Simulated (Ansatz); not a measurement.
Task: Name crystals whose computed values (plane-wave PAW r²SCAN (Ansatz code)) fall in these windows: electron conductivity mass (mₑ) 0.24 to 0.32; B₀ by P(V) fit (GPa) 29 to 39; gap (eV) 2.3 to 2.7.

Result: 

```
crystal                    electron conductivity mass (mₑ)  B₀ by P(V) fit (GPa)  gap (eV)
-------------------------  -------------------------------  --------------------  --------
CsCdCl3, cubic perovskite                             0.27                  35.6      2.48
```
Others may fit too.

Standing as an ambient phase not checked: CsCdCl3, cubic perovskite. The cell was relaxed under the symmetry of its start. Scalar-relativistic: spin–orbit coupling is off unless named, which matters more the heavier the elements.

Potentials: the later of the program's two PAW sets.
